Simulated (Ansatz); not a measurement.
**What a trial cell of GaS3 relaxes into**

These are results of Ansatz 0.2.0, DFT PBE, scalar-relativistic, plane waves, PAW, not measurements. Cutoff 420 eV, Gaussian smearing, Γ-centred meshes. Cell and atoms relax first on a coarse mesh and then on a finer one. In between, the cell is made exact in the group found at 0.06 Å. In metals the finer mesh still leaves noise of several meV/atom or more. The steps can't lower the symmetry of their start. No spin polarisation.

Recipe of this trial structure of GaS3: random cell by space group and Wyckoff sites (Im-3m, No. 229). Its size is a rough estimate.

```
Ga S
1.0
    -2.93887    2.93887    2.93887
     2.93887   -2.93887    2.93887
     2.93887    2.93887   -2.93887
Ga S
1 3
Cartesian
  0.0000 0.0000 0.0000
  2.9389 0.0000 0.0000
  0.0000 2.9389 0.0000
  0.0000 0.0000 2.9389
```

Formation energies are uncorrected and refer to the elements' standard structures at the same level.

Q: Describe the relaxed structure.

A: The symmetry stays Im-3m (No. 229). The volume per atom shrinks by 31.0 %, from 25.4 to 17.5 Å³. The shortest distance goes from 2.94 Å (Ga–S and S–S) to 2.60 Å (Ga–S and S–S). The energy falls by about 0.42 eV/atom (the start's value is from the coarse mesh). Conventional cell: a = 5.194 Å. Ga is surrounded by 6 S at 2.60 Å; around S lie 2 Ga at 2.60 Å and 4 S at 2.60 Å.

```
CELL_PARAMETERS angstrom
-2.59678 2.59678 2.59678
2.59678 -2.59678 2.59678
2.59678 2.59678 -2.59678
ATOMIC_POSITIONS crystal
Ga 0.00000 0.00000 0.00000
S 0.00000 0.50000 0.50000
S 0.50000 0.00000 0.50000
S 0.50000 0.50000 0.00000
```

Q: How does it come out in energy, and is it a metal?

A: The energy over the elements is +0.10 eV/atom. The gap on the 12×12×12 mesh of the 4-atom cell is 0 eV (a metal).

The separate elements lie lower, so it is unstable against them.

The last run used Gaussian smearing of 0.10 eV. An odd number of electrons in the primitive cell allows no gap without spin; a larger cell or a magnetic state could open one. The reference form of S is held partly by dispersion forces, which this level lacks. A structure relaxed within its symmetry needn't be a true minimum. In all, the 4 runs took 16 s on 1 thread of Intel(R) Xeon(R) 6975P-C (Granite Rapids) (shared host). Another cell of GaS3 relaxed alike, in P1, lies 0.36 eV/atom lower, so this cell isn't the stable form at this level.
